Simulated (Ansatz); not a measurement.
V2O5:
```xyz
7
Lattice="5.5071 1.4331 0.0000 -5.5071 1.4331 0.0000 -0.3987 0.0000 5.2314" Properties=species:S:1:pos:R:3 pbc="T T T"
V     -4.0777     1.4331     1.8983
V      3.6790     1.4331     3.3332
O     -0.1993     0.0000     2.6157
O      1.2325     1.4331     0.8618
O     -1.6312     1.4331     4.3696
O     -2.2514     1.4331     1.9348
O      1.8527     1.4331     3.2966
```

Relaxed with r²SCAN+D4. Special points in fractions of this cell's reciprocal vectors: Γ (0.000, 0.000, 0.000); C (0.267, 0.267, 0.000); C2 (-0.267, 0.733, 0.000); Y2 (-0.500, 0.500, 0.000); M2 (-0.500, 0.500, 0.500); D (-0.264, 0.736, 0.500); D2 (0.264, 0.264, 0.500); A (0.000, 0.000, 0.500); L2 (0.000, 0.500, 0.500); V2 (0.000, 0.500, 0.000).

Question: List the band energies nearest the valence-band maximum at these points for the program Ansatz at the r²SCAN+D4 level (PAW).

Answer: In eV from the valence-band maximum; about four levels below and three above (degenerate sets whole), none deeper than 8.9 eV; points with the same levels are listed once.

```json
[
 {"k": "Γ", "below": "-1.21 -0.92 -0.14 -0.03", "above": "1.79 2.42 2.51"},
 {"k": "C", "below": "-1.73 -1.37 -0.76 -0.49", "above": "1.68 2.02 2.03"},
 {"k": "Y2", "below": "-1.47 -0.77 -0.30 -0.23", "above": "1.92 2.16 2.64"},
 {"k": "M2", "below": "-1.45 -0.74 -0.39 -0.28", "above": "1.92 2.19 2.55"},
 {"k": "D", "below": "-1.95 -1.25 -0.77 -0.46", "above": "1.67 1.98 2.07"},
 {"k": "A", "below": "-1.70 -1.09 -0.31 0.00", "above": "1.79 2.38 2.55"},
 {"k": "L2", "below": "-1.76 -1.34 -0.85 -0.30", "above": "1.73 1.99 2.00"},
 {"k": "V2", "below": "-1.80 -1.31 -1.11 -0.23", "above": "1.73 1.96 2.02"}
]
```

Space group C2/m. The first step of the workflow began from a Materials Project structure, measured or hypothetical; the Crystallography Open Database copy checked does not list it. COD files the formula under space group No. 31, 59, so this cell is another polymorph or a model. Its standing as an ambient phase is unchecked. The cell was relaxed with r²SCAN+D4 under the symmetry of its start; its stability against distortions is not shown here. The run is not spin-polarised. No Hubbard U is applied.

Potentials: the later of the program's two PAW sets.
